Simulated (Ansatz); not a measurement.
SiO2:
Space group P4₃2₁2 (No. 96); a = b = 4.982 Å, c = 6.920 Å, α = β = γ = 90.00°

```
atom  site  symmetry       x       y       z
----  ----  --------  ------  ------  ------
Si      4a       ..2  0.1978  0.1978  0.0000
O       8b         1  0.3912  0.2617  0.1812
```

Relaxed with r²SCAN. DFT-r²SCAN in the program Ansatz with PAW potentials gives a gap of 6.35 eV.

Problem. What gap does HSE06 give on the same cell (Ansatz, PAW)?

Solution. 7.51 eV, 1.16 eV more. The hybrid was solved on a coarser mesh and at special points; its gap is the smallest among all of these.

```csv
k,v1 r²SCAN,c1 r²SCAN,v1 HSE06,c1 HSE06
Γ,0.00,6.35,0.00,7.51
Z,-0.39,7.63,___,___
M,-0.54,9.46,-0.56,10.63
A,-0.61,9.98,___,___
R,-0.18,8.91,___,___
X,-0.50,8.46,___,___
```

Problem. Top valence (v1) and lowest conduction level (c1) in eV from each method's valence maximum (which need not be a listed point): supply the withheld HSE06 values.

Solution. 
- A, v1 HSE06: -0.64
- A, c1 HSE06: 11.16
- X, v1 HSE06: -0.52
- X, c1 HSE06: 9.64
- Z, v1 HSE06: -0.41
- Z, c1 HSE06: 8.81
- R, v1 HSE06: -0.19
- R, c1 HSE06: 10.08

Cost on shared cores: the r²SCAN run (SCF on a 6×6×4 mesh, then bands and DOS) roughly 4 core-minutes, the HSE06 run (SCF on 4×4×3, then a few points) roughly 5 core-minutes; the tasks are unlike.

Space group P4_32_12. The workflow started from a Materials Project entry (that database holds measured and hypothetical structures alike); the Crystallography Open Database files this formula in space group No. 96, but the cells were not matched. It is not the phase usual at ambient conditions (space group No. 92, 152, 154). Symmetry was held in the r²SCAN relaxation; of distortions, only those at the zone centre were tested.

Potentials: the earlier of the program's two PAW sets.
